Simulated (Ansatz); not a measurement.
Theory: DFT PBE, scalar-relativistic, plane waves, PAW in Ansatz. All cells share a 420 eV cutoff and Γ-centred k meshes spaced at most about 0.3 Å⁻¹ (about 0.25 or finer for metals, 2π included). No spin polarisation in the final relaxations.

Temperature and zero-point effects are left out.

Compare these two cells of Ga4As3N, each relaxed at this level.

A.

```yaml
crystal:
  lattice:
    - [5.19508, 0.00000, 0.00000]
    - [0.00000, 5.19508, 0.00000]
    - [0.00000, 0.00000, 5.19508]
  atoms:
    - { symbol: Ga, position: [0.50000, 0.50000, 0.50000] }
    - { symbol: Ga, position: [0.00000, 0.50000, 0.00000] }
    - { symbol: Ga, position: [0.50000, 0.00000, 0.00000] }
    - { symbol: Ga, position: [0.00000, 0.00000, 0.50000] }
    - { symbol: As, position: [0.50000, 0.00000, 0.50000] }
    - { symbol: As, position: [0.00000, 0.50000, 0.50000] }
    - { symbol: As, position: [0.50000, 0.50000, 0.00000] }
    - { symbol: N, position: [0.00000, 0.00000, 0.00000] }
```

B.

```yaml
crystal:
  lattice:
    - [3.65279, 0.00000, 0.00000]
    - [0.00000, 3.65279, 0.00000]
    - [0.00000, 0.00000, 10.85852]
  atoms:
    - { symbol: Ga, position: [0.00000, 0.00000, 0.17927] }
    - { symbol: Ga, position: [0.50000, 0.50000, 0.50000] }
    - { symbol: Ga, position: [0.00000, 0.00000, 0.82073] }
    - { symbol: Ga, position: [0.50000, 0.50000, 0.00000] }
    - { symbol: As, position: [0.50000, 0.50000, 0.23324] }
    - { symbol: As, position: [0.00000, 0.00000, 0.50000] }
    - { symbol: As, position: [0.50000, 0.50000, 0.76676] }
    - { symbol: N, position: [0.00000, 0.00000, 0.00000] }
```

**Question.** Which form is favoured at zero pressure, and by what margin per atom?

**Answer.** B is lower, by 161 meV/atom. A has As and N ordered on rock salt sites, space group Pm-3m (No. 221), 17.5 Å³/atom and no gap on its mesh; B has As and N ordered on rock salt sites, space group P4/mmm (No. 123), 18.1 Å³/atom and no gap. The shortest distance is 2.60 Å (Ga–As and Ga–N) in A and 1.95 Å (Ga–N) in B. The lower one is the more open, so pressure narrows the difference. Even the lower one lies +0.16 eV/atom against the reference forms of the elements (uncorrected), so neither is stable at this level. In A, around Ga on a site of symmetry m-3m lie 6 As at 2.60 Å; around As lie 6 Ga at 2.60 Å; around N lie 6 Ga at 2.60 Å; 1 more site not described. In B, around Ga on a site of symmetry 4mm lie 1 N at 1.95 Å and 4 As at 2.65 Å; As on a site of symmetry 4mm has 5 Ga at 2.53–2.65 Å and 1 Ga at 2.90 Å; N has 2 Ga at 1.95 Å and 4 Ga at 2.58 Å; 3 more sites not described. Both come from invented guesses. A third cell relaxed alike, in I4/mmm, lies 29 meV/atom below the lower of the two.

Cells relaxed within their symmetry can be saddle points.
